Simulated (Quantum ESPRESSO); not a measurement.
## Hf3ZrC3 (a curve over one atom's position)

Simulated, not a measurement. The program is pw.x of Quantum ESPRESSO 7.5 (plane-wave density functional theory). The cell is made up: 7 atoms on a rocksalt lattice with one site empty, with randomly drawn elements, strain and displacements, not relaxed. PseudoDojo standard norm-conserving files (v0.5 for PBE, v0.4.1 for LDA and PBEsol) set the functional; there is no spin polarisation, spin-orbit coupling or dispersion term, and the masses in the input are unused placeholders. A spin-polarised start on this cell or one of its family kept no moment above 0.05 Bohr magneton at the same smearing; a narrower smearing was not tried.

The hafnium pseudopotential is less sure than the others, with forces about 3 percent (worst 6) and pressure in oxides about 1.5 GPa (worst 2.7) from a second method in checks, which no rerun with the same files tests.

Seven runs move atom 1 (Hf, counted in the order of the input) along z and keep all else fixed.

Input of the run at +0.0155:

```
&control calculation='scf', pseudo_dir='./dojo.nc.sr.pbe.v0_5.standard.upf', outdir='./o', disk_io='low', tprnfor=.true., tstress=.true. /
&system ibrav=0, nat=7, ntyp=3, nbnd=40, ecutwfc=82.02448710, nosym=.true., tot_charge=0,
 occupations='smearing', smearing='fd', degauss=0.0073498644
/
&electrons conv_thr=7.350e-09, electron_maxstep=60, /
ATOMIC_SPECIES
C 1.0 C.upf
Hf 1.0 Hf.upf
Zr 1.0 Zr.upf
CELL_PARAMETERS angstrom
4.6552 0.0378 0.0098
0.0378 4.6695 0.0175
0.0098 0.0175 4.5795
ATOMIC_POSITIONS angstrom
Hf 0.1096 -0.024 0.1195
Hf -0.0149 2.4531 2.3558
Zr 2.3731 0.1435 2.0879
Hf 2.3065 2.3036 0.0943
C 2.2913 0.0561 -0.0262
C 2.4307 2.3007 2.4212
C 4.8112 0.079 2.3255
K_POINTS automatic
7 7 7 1 1 1
```

| shift of atom 1 along z (Å) | free energy less that of the input shown (eV) | Fx on atom 1 (eV/Å) | Fy on atom 1 (eV/Å) | Fz on atom 1 (eV/Å) | pressure (GPa) | iterations |
| --- | --- | --- | --- | --- | --- | --- |
| -0.0834 | -0.1638 | -1.249 | 0.454 | -0.874 | 6.72 | 15 |
| -0.0743 | -0.1552 | -1.253 | 0.452 | -1.017 | 6.75 | 15 |
| -0.0529 | -0.1299 | -1.262 | 0.448 | -1.353 | 6.85 | 15 |
| -0.0374 | -0.1070 | -1.270 | 0.445 | -1.598 | 6.95 | 15 |
| +0.0155 | 0.0000 | -1.299 | 0.436 | -2.454 | 7.43 | 15 |
| +0.0470 | 0.0857 | -1.320 | 0.430 | -2.991 | 7.82 | 15 |
| +0.0782 | 0.1877 | -1.342 | 0.423 | -3.553 | 8.30 | 15 |

A cubic fit gives dFz/dz = -16.34 eV/Å² at zero shift. Across the table the free energy follows the integral of the force to within 0.1 meV. A rerun of one of the cells at a cutoff of 1467 eV and k mesh 9 x 9 x 9 moved values by no more than 0.007 eV in energy, 0.04 GPa in stress and 0.009 eV/Å in force.